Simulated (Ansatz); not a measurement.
Here is the system:

MgAu (CsCl type)

```xyz
2
Lattice="3.2196 0.0000 0.0000 0.0000 3.2196 0.0000 0.0000 0.0000 3.2196" Properties=species:S:1:pos:R:3 pbc="T T T"
Mg     1.6098     1.6098     1.6098
Au     0.0000     0.0000     0.0000
```

The atoms are displaced by Q × the pattern below (from a DFPT mode at Γ, largest move 1; Q in Å), at fixed cell. It is one choice among 3 degenerate patterns.

```
atom      x      y       z
----  -----  -----  ------
Mg1   0.000  0.000   1.000
Au2   0.000  0.000  -0.123
```

All values below come from LDA (plane waves to 420 eV, PAW, scalar-relativistic; Ansatz, a first-principles code). k mesh 14×14×14 (Γ-centred), Fermi-Dirac smearing 0.05 eV. E stands for the smeared free energy. With partly filled bands, energies and forces of such displacements shift with the k mesh and the smearing. MgAu was relaxed with its symmetry unable to fall. Spin-orbit coupling is left out, though Au is heavy. The zero of ΔE is the undisplaced structure.

The scan covers Q from -0.100 to 0.100 Å in 13 points.

Q: Which space group does the distorted structure have?

A: P4mm (No. 99), lowered from Pm-3m.

Q: Is the energy the same for equal positive and negative displacements?

A: Even: the same for both signs.

Q: What is the energy change at Q = 0.100 Å?

A: 22.4 meV/cell.

Q: What harmonic wavenumber does the curvature at Q = 0 give?

A: 211 cm⁻¹.

(For displaced atoms, the force is minus the slope of the energy, and its curvature is a force constant, which sets phonon frequencies.)
